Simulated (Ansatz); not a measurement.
Hf₃N₄:
```cif
data_Hf6N8
_chemical_formula_sum 'Hf6 N8'
_space_group_name_H-M_alt 'P 1'
_space_group_IT_number 1
_cell_length_a 5.83205
_cell_length_b 5.83205
_cell_length_c 5.83205
_cell_angle_alpha 109.471
_cell_angle_beta 109.471
_cell_angle_gamma 109.471
loop_
_space_group_symop_operation_xyz
  'x, y, z'
loop_
_atom_site_label
_atom_site_type_symbol
_atom_site_fract_x
_atom_site_fract_y
_atom_site_fract_z
_atom_site_occupancy
Hf1 Hf 0.25000 0.62500 0.37500 1
Hf2 Hf 0.37500 0.25000 0.62500 1
Hf3 Hf 0.75000 0.87500 0.12500 1
Hf4 Hf 0.12500 0.75000 0.87500 1
Hf5 Hf 0.62500 0.37500 0.25000 1
Hf6 Hf 0.87500 0.12500 0.75000 1
N1 N 0.13301 0.13301 0.13301 1
N2 N 0.86699 0.50000 0.00000 1
N3 N 0.50000 0.00000 0.36699 1
N4 N 0.00000 0.86699 0.50000 1
N5 N 0.36699 0.50000 0.00000 1
N6 N 0.63301 0.63301 0.63301 1
N7 N 0.00000 0.36699 0.50000 1
N8 N 0.50000 0.00000 0.86699 1
```

Relaxed with PBE.

Tabulate the valence density and the electron localisation function along the shortest Hf–Hf contact (3.15 Å), DFT-PBE in the program Ansatz with PAW potentials.



| distance from Hf (Å) | density (e/Å³) | ELF |
|---|---|---|
| 0.31 | 23.14 | 0.83 |
| 0.47 | 13.54 | 0.85 |
| 0.63 | 6.43 | 0.79 |
| 0.79 | 2.54 | 0.60 |
| 0.94 | 0.91 | 0.30 |
| 1.10 | 0.37 | 0.12 |
| 1.26 | 0.22 | 0.08 |
| 1.42 | 0.18 | 0.11 |
| 1.57 | 0.17 | 0.13 |
| 1.73 | 0.18 | 0.11 |
| 1.89 | 0.22 | 0.09 |
| 2.05 | 0.37 | 0.12 |
| 2.20 | 0.92 | 0.30 |
| 2.36 | 2.54 | 0.59 |
| 2.52 | 6.43 | 0.78 |
| 2.68 | 13.54 | 0.84 |
| 2.83 | 23.14 | 0.83 |

The density is the valence pseudo-density with augmentation charge, so density and ELF within about 1 Å of a nucleus are not all-electron values.

Space group I-43d. The cell was relaxed with PBE under the symmetry of its start. The run is not spin-polarised. Scalar-relativistic: spin–orbit coupling is off unless named, which matters more the heavier the elements.

Potentials: the later of the program's two PAW sets.
